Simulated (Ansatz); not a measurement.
SrO:
```xyz
2
Lattice="0.0000 2.5975 2.5975 2.5975 0.0000 2.5975 2.5975 2.5975 0.0000" Properties=species:S:1:pos:R:3 pbc="T T T"
Sr     0.0000     0.0000     0.0000
O      2.5975     2.5975     2.5975
```

Relaxed with PBE. Special points in fractions of this cell's reciprocal vectors: Γ (0.000, 0.000, 0.000); X (0.500, 0.000, 0.500); U (0.625, 0.250, 0.625); K (0.375, 0.375, 0.750); L (0.500, 0.500, 0.500); W (0.500, 0.250, 0.750).

Question: List the band energies nearest the valence-band maximum at these points for the program Ansatz at the PBE with spin–orbit coupling level (PAW).

Answer: In eV from the valence-band maximum; about four levels below and three above (degenerate sets whole), none deeper than 8.9 eV; points with the same levels are listed once.

```json
[
 {"k": "Γ", "below": "0.00 0.00 0.00 0.00", "above": "3.77 3.77 6.16 6.16 6.16 6.16"},
 {"k": "X", "below": "-0.15 -0.15 -0.08 -0.08", "above": "3.31 3.31 7.59 7.59"},
 {"k": "U", "below": "-0.57 -0.57 -0.50 -0.50", "above": "4.75 4.75 7.74 7.74"},
 {"k": "L", "below": "-1.08 -1.08 -1.07 -1.07", "above": "6.43 6.43 8.16 8.16"},
 {"k": "W", "below": "-0.50 -0.50 -0.43 -0.43", "above": "5.94 5.94 5.94 5.94"}
]
```

Space group Fm-3m (rock salt). The PBE relaxation kept the symmetry of its start; phonons on a q-mesh show no instability.

Potentials: the later of the program's two PAW sets.
